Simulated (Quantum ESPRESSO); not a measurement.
# Strain and stress in Si6BN

These are calculations, not measurements. They come from pw.x of Quantum ESPRESSO 7.5, a plane-wave density functional program, with PseudoDojo standard norm-conserving files (v0.5 for PBE, v0.4.1 for LDA and PBEsol). The cells are made up: elements, strain and atom displacements were drawn at random, and nothing was relaxed. There is no spin polarisation, spin-orbit coupling or dispersion term.

The cell has 8 sites of a zincblende or diamond lattice. Sites 1 to 4 hold Si Si B N; sites 5 to 8 hold Si Si Si Si. Cell vectors in Å: (5.395, 0.032, 0.033); (0.032, 5.434, -0.006); (0.033, -0.006, 5.262). Settings: PBE, cutoff 1143 eV, 6 x 6 x 6 k mesh shifted by half a step, Fermi-Dirac smearing of 0.1 eV.

Each run adds a strain along z to one cell, with the atoms carried along; the vectors above are those of run 5. Stress is positive in tension and P is minus a third of its trace. E is the free energy for each atom above the lowest run shown.

```
run,strain (%),s_xx (GPa),s_yy (GPa),s_zz (GPa),s_xy (GPa),P (GPa),E (meV/atom)
1,-2.16,11.28,11.91,7.53,0.56,-10.24,0.00
2,-1.86,11.36,11.99,7.86,0.54,-10.40,2.78
3,-1.40,11.47,12.12,8.37,0.52,-10.65,7.30
4,-1.00,11.56,12.22,8.80,0.50,-10.86,11.43
5,-0.34,11.71,12.38,9.51,0.47,-11.20,18.72
7,2.27,12.15,12.88,12.20,0.36,-12.41,52.99
6,1.89,?,?,?,?,?,?
```

A rerun of one of these cells at 1437 eV and k mesh 8 x 8 x 8 moved values by no more than 0.005 eV in the cell's energy, 0.03 GPa in stress and 0.008 eV/Å in force.

## Worked fit

A parabola through the six runs shown gives s_zz = 9.87 + 1.06 e - 0.013 e² GPa, with e in per cent and a scatter of 0.01 GPa. The slope is a stiffness of 106 ± 1 GPa for each unit of this strain at e = 0. The atoms are clamped, and relaxing them would in general lower it. The error is the larger of the fit's own and the change that a cubic makes, rounded up.

## Withheld run

Question: what s_zz should run 6 give?

The fit gives 11.83 GPa. The calculation gave 11.82 GPa.

| run | strain (%) | s_xx (GPa) | s_yy (GPa) | s_zz (GPa) | s_xy (GPa) | P (GPa) | E (meV/atom) |
| --- | --- | --- | --- | --- | --- | --- | --- |
| 6 | 1.89 | 12.09 | 12.82 | 11.82 | 0.37 | -12.24 | 47.48 |